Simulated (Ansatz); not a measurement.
Al (fcc, Cu type)

```yaml
crystal:
  lattice:
    - [3.99072, 0.00000, 0.00000]
    - [0.00000, 3.99072, 0.00000]
    - [0.00000, 0.00000, 3.99072]
  atoms:
    - { symbol: Al, position: [0.00000, 0.00000, 0.00000] }
    - { symbol: Al, position: [0.50000, 0.50000, 0.00000] }
    - { symbol: Al, position: [0.50000, 0.00000, 0.50000] }
    - { symbol: Al, position: [0.00000, 0.50000, 0.50000] }
```

Scan: atom 3 (Al, nearest neighbour Al at 2.822 Å; its periodic images, 4.0 Å or more away, move with it) is displaced along Cartesian [111], direction (0.577, 0.577, 0.577) in Cartesian axes, by s. The other atoms stay.

Computed with r2SCAN (plane waves to 500 eV, PAW, scalar-relativistic; Ansatz, a first-principles code). k mesh 9×9×9 (Γ-centred), Fermi-Dirac smearing 0.05 eV. The energy includes the smearing's −TS. With partly filled bands, energies and forces of such displacements shift with the k mesh and the smearing. On this mesh the relaxed cell isn't quite at rest: it carries a pressure of 0.3 GPa (compression positive) at the zero of the scan. Al was relaxed with its symmetry unable to fall. The PAW data are Ansatz's earlier set. The zero of ΔE is the undisplaced structure. The last digit holds for this mesh only.

```
s (Å)   ΔE (meV/cell)
------  -------------
-0.560         1052.2
-0.448       withheld
-0.336          336.3
-0.224          143.1
-0.112           34.8
0.000             0.0
0.112            34.8
0.224           143.1
0.336           336.3
0.448        withheld
0.560          1052.2
```

Question: Fit an even polynomial form (powers 2, 4, 6) to the given rows and predict ΔE at s = 0.448.

Answer: Least squares on the 9 given rows: ΔE = (2747)·s² + (2113)·s⁴ + (-557.6)·s⁶, in meV/cell with s in Å; root-mean-square residual 0.07 meV/cell. At 0.448 the fit gives 631.9 meV/cell; the calculation gives 632.2 meV/cell, so the interpolation is off by -0.3 (-0.0 %). The quadratic term alone would give 551.3 meV/cell.

(For displaced atoms, the force is minus the slope of the energy, and its curvature is a force constant, which sets phonon frequencies.)
